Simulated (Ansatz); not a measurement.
**What a change of settings does to a run on Ag**

The geometry is COD entry 1509145, unchecked; take it as a test cell.

First run: DFT, LDA, PAW with Ansatz's default frozen-core files, scalar-relativistic (Ansatz 0.2.0).

Command: `ansatz run input.yaml --threads 1 --pin off --max-ram 2048MiB --backend cpu --events-out ev --progress --plain --runs-dir out` The run took 6.8 s on 1 thread of AMD EPYC 9R45 (Zen 5), on a shared host.

```yaml
crystal:
  lattice:
    - [2.93, 0.0, 0.0]
    - [-1.465, 2.5374544331, 0.0]
    - [0.0, 0.0, 4.79]
  atoms:
    - { symbol: Ag, position: [0.3333333333, 0.6666666667, 0.25] }
    - { symbol: Ag, position: [0.6666666667, 0.3333333333, 0.75] }
kpoints:
  mp_grid: { grid: [13, 13, 7] }
scf:
  occupations: { method: fermi_dirac, width: 0.05 }
hamiltonian:
  xc: lda
  pseudopotentials: { kind: paw }
output:
  forces: true
  stress: true
  efg: { contact_densities: true }
relax:
  f_tol: 0.005
  max_steps: 80
  cell: {}
```

Result: converged; relaxed volume 16.013 Å³/atom; 31 SCF iterations in all.

The input is then changed:

```diff
@@ -11,7 +11,9 @@
 scf:
   occupations: { method: fermi_dirac, width: 0.05 }
+  initial_density: { chi_scale: 0.3 }
 hamiltonian:
   xc: lda
   pseudopotentials: { kind: paw }
+  dispersion: d3bj
 output:
   forces: true
```

Task: Predict the outcome of the changed run.

Result: It converged; relaxed volume 15.296 Å³/atom; 25 SCF iterations in all.

The results part of its log:

```
basis re-selected at this cell: Δ(F+E_penalty+E_count) = +8.731e-4 eV, ΔP = +0.002 GPa vs the last step (what re-selecting the basis moved, of the pressure what is left beyond the Pulay correction that the steps carried, after the strain that the cell walked since its last selection, with what the two solves' SCF thresholds leave and, on support functions, any second-order correction that the steps lacked; it is no measure of the basis error at this ecutwfc). The dense FFT grid was sized anew with the basis: this SCF ran on 20×20×32 points, the steps before it on 20×20×36, so part of this shift can come from that change (see relax.cell in the input reference). This SCF's stress stands 3.30e-2 GPa from its target on what of the cell is left free (relax.cell.stress_tol is 5.00e-2 GPa) and its largest allowed force component is 2.78e-17 eV/Å (relax.f_tol is 5.00e-3 eV/Å): within both
SCF converged after 5 iterations
Free energy (F): -14917.592925 eV
Harris-Foulkes:  -14917.592925 eV  (|F-HF|=5.46e-12)
Internal energy: -14917.589632 eV  (E = F + TS)
E sigma→0 (E₀):  -14917.591279 eV
Entropy (-TS):   -0.003293 eV (-1.647 meV/atom)
Fermi energy:    19.562051 eV
--- Per-component energies (eV) ---
  E_band       = -393.863566
  E_kinetic    = 1058.498050
  E_local      = -4054.186723  (includes V_loc(G=0)·N_el)
  E_nonlocal   = 172.043535
  E_hartree    = 1863.608627
  E_xc         = -369.667408
  E_vxc        = -472.230451  (∫ρ·V_xc dr)
  E_paw        = -7539.914043  (= ΣΔE_a)
  E_vpaw       = -825.205658  (= ΣTr[D̂ρ^β])
  E_aug_tail   = 0.000477  (compensation charges beyond the density's cutoff)
  E_ewald      = -6048.103416
  E_disp       = -1.318345  (pairwise vdW)
  E_core_change = 1.449615  (= ΣΔE_core)
  E_smearing   = -0.003293  (= −TS)
  E_closure    = 0.000000  (closes the sum)
  Σ components = -14917.592925   (vs F -14917.592925, Δ=0.00e0)
--- Forces (eV/Å), atoms counted from 1 ---
  atom   1  Ag     0.00000000    -0.00000000     0.00000000
  atom   2  Ag    -0.00000000     0.00000000    -0.00000000
  max |Σ_I F_I| component: 0.00e0 eV/Å
--- Stress (GPa, compression-positive) ---
       -0.009585      -0.000000      -0.000000
       -0.000000      -0.009585      -0.000000
       -0.000000      -0.000000       0.032985
  P = ⅓ Tr σ = 0.0046 GPa (0.046 kbar)
--- PAW observables at the nuclei: V_zz in 10²¹ V/m², potentials from the cell's mean, atoms counted from 1 ---
  atom   1  Ag V_zz =    -0.169656   η = 0.0000   by run symmetry: allowed
            electrostatic potential = -7485.475667 V   contact ρ = 944559.908547 e/Å³
  atom   2  Ag V_zz =    -0.169656   η = 0.0000   by run symmetry: allowed
            electrostatic potential = -7485.475667 V   contact ρ = 944559.908547 e/Å³
--- Relaxed structure (4 steps of the walk, 4 accepted, 1 SCFs on fresh bases) ---
  F+E_penalty+E_count = -14917.59292525 eV   max|allowed force component| = 2.776e-17 eV/Å   (the final SCF, on the basis selected at the relaxed cell)
  cell:  # Å, volume = 30.5914 Å³
    - [2.7756641248898792, 3.66723166761184e-34, 0.0]
    - [-1.3878320624449396, 2.403795644527738, -4.4831226429772976e-18]
    - [3.7386453846700986e-34, -8.462874122896232e-18, 4.584949423961051]
  atoms:
    - { symbol: Ag, position: [0.33333333333333337, 0.6666666666666667, 0.25] }
    - { symbol: Ag, position: [0.6666666666666667, 0.33333333333333337, 0.7500000000000001] }
```
